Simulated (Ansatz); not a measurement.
Input:

AgCl (rock salt)

```
CELL_PARAMETERS angstrom
      0.00000     5.61150     5.61150
      2.80575     0.00000     2.80575
      2.80575     2.80575     0.00000
ATOMIC_POSITIONS crystal
  Cl 0.00000 0.00000 0.00000
  Cl 0.50000 0.00000 0.00000
  Ag 0.25000 0.50000 0.50000
  Ag 0.75000 0.50000 0.50000
```

The atoms are displaced by Q × the pattern below (from a DFPT mode at L = (0.5, 0.0, 0.0), largest move 1; Q in Å), at fixed cell. It is one choice among 2 degenerate patterns. (q is in reciprocal vectors of the primitive cell; the cell shown is doubled to hold the pattern.)

| atom | x | y | z |
|---|---|---|---|
| Cl1 | 0.285 | -0.520 | 0.805 |
| Cl2 | -0.285 | 0.520 | -0.805 |

Atoms not listed stay in place.

These are PBE (plane waves to 420 eV, PAW, scalar-relativistic; Ansatz, a program for electronic structure) values and carry that method's errors. k mesh 5×10×10 (Γ-centred), Fermi-Dirac smearing 0.05 eV. Energies are smeared free energies. AgCl was relaxed with its symmetry unable to fall. The zero of ΔE is the undisplaced structure.

The scan covers Q from -0.280 to 0.280 Å in 13 points.

### Question
Which space group does the distorted structure have?

### Answer
P-1 (No. 2), lowered from Fm-3m.

### Question
What is the energy change at Q = 0.280 Å?

### Answer
11.4 meV/cell.

### Question
What harmonic wavenumber does the curvature at Q = 0 give?

### Answer
17 cm⁻¹.

(A displaced cell: forces are minus the slopes of the energy, force constants its curvatures, and phonons follow from these.)
